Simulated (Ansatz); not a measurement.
# Ge2H: single run (Ansatz)

The input file (Ansatz 0.2.0, plane waves):

```yaml
crystal:
  lattice:
    - [0.0, 3.064919, 0.0]
    - [3.064919, 0.0, 0.0]
    - [1.53246, 1.53246, -4.117331]
  atoms:
    - { symbol: H, position: [0.0, 0.0, 0.0] }
    - { symbol: Ge, position: [0.333, 0.333, 0.334] }
    - { symbol: Ge, position: [0.667, 0.667, 0.666] }
  symmetry: { tolerance: 0.0003 }
kpoints:
  mp_grid: { grid: [6, 6, 6], shift: [0, 0, 0] }
magnetization:
  spin_polarized: false
scf:
  occupations: { method: fermi_dirac }
  mixing: { algorithm: msr1, beta: 0.05 }
  algorithm: density_mixing
hamiltonian:
  pseudopotentials: { kind: paw }
  xc: r2scan
basis:
  ecutwfc: 500
output:
  forces: true
  stress: true
  eigenvalues: true
```

Run with:

```bash
ansatz run input.yaml --threads 1 --pin off --max-ram 2560MiB --backend cpu --events-out ev --progress --plain --runs-dir out
```

Origin of the cell: a known structure type with other elements, at an estimated volume, so it need not be a known compound.

The smearing width isn't typed, so it takes its default of 0.1 eV.

Output (shortened):

```
SCF iter   1: F=—  HF=-8618.934686 eV  Δρ=8.23e-3  dr2=1.73e-2  dr2_τ=3.20e-3
SCF iter   2: F=—  HF=-8618.961221 eV  Δρ=6.78e-3  dr2=1.17e-2  dr2_τ=1.70e-4  defer=2
SCF iter   3: F=—  HF=-8618.957562 eV  Δρ=4.59e-3  dr2=6.07e-3  dr2_τ=6.17e-5  defer=2
SCF iter   4: F=—  HF=-8618.956388 eV  Δρ=2.06e-3  dr2=1.60e-3  dr2_τ=1.44e-5  defer=2
SCF iter   5: F=—  HF=-8618.956213 eV  Δρ=4.66e-4  dr2=8.84e-5  dr2_τ=3.76e-6  defer=2
SCF iter   6: F=—  HF=-8618.956291 eV  Δρ=2.12e-4  dr2=8.21e-6  dr2_τ=5.60e-7  defer=2
SCF iter   7: F=—  HF=-8618.956303 eV  Δρ=2.55e-5  dr2=2.12e-7  dr2_τ=3.20e-8  defer=2
SCF iter   8: F=-8618.956304 eV  HF=-8618.956304 eV  Δρ=1.09e-5  dr2=4.94e-8  dr2_τ=5.75e-10
SCF 1 converged in 8 iterations: F = -8618.956304 eV  dr2 = 4.94e-8
SCF converged after 8 iterations
Free energy (F): -8618.956304 eV
Harris-Foulkes:  -8618.956304 eV  (|F-HF|=2.64e-8)
Internal energy: -8618.930439 eV  (E = F + TS)
E sigma→0 (E₀):  -8618.943371 eV
Entropy (-TS):   -0.025866 eV (-8.622 meV/atom)
Fermi energy:    11.082568 eV
--- Per-component energies (eV) ---
  E_band       = -242.742140
  E_kinetic    = 235.880080
  E_local      = -4473.092923  (includes V_loc(G=0)·N_el)
  E_nonlocal   = 835.911612
  E_hartree    = 1969.620298
  E_xc         = -148.168270
  E_vxc        = -150.375934  (∫ρ·V_xc dr)
  E_paw        = -4061.868322  (= ΣΔE_a)
  E_vpaw       = -638.964559  (= ΣTr[D̂ρ^β])
  E_aug_tail   = -0.000341  (compensation charges beyond the density's cutoff)
  E_vtau       = 8.658382  (kinetic-family band-sum trace: ∫τ·v_τ [+ j·A + Jᵃ·Aᵃ] dr)
  E_ewald      = -2975.041041
  E_core_change = -2.171532  (= ΣΔE_core)
  E_smearing   = -0.025866  (= −TS)
  Σ components = -8618.956304   (vs F -8618.956304, Δ=0.00e0)
--- Forces (eV/Å), atoms counted from 1 ---
  atom   1  H      0.000000     0.000000     0.000000
  atom   2  Ge    -0.000000    -0.000000     1.688953
  atom   3  Ge     0.000000     0.000000    -1.688953
  max |Σ_I F_I| component: 2.22e-16 eV/Å
--- Stress (GPa, compression-positive) ---
       14.581834      -0.000000       0.000001
       -0.000000      14.581834       0.000001
        0.000001       0.000001       5.841501
  P = ⅓ Tr σ = 11.6684 GPa (116.684 kbar)
```

Caveats: no moments, though an odd count or open d shells may carry them; the k mesh is coarse if the cell is a metal.

The run took 2.6 s on 1 thread of Intel(R) Xeon(R) 6975P-C (Granite Rapids), with other jobs on the host, peak memory 0.45 GiB, from the program's own first density.
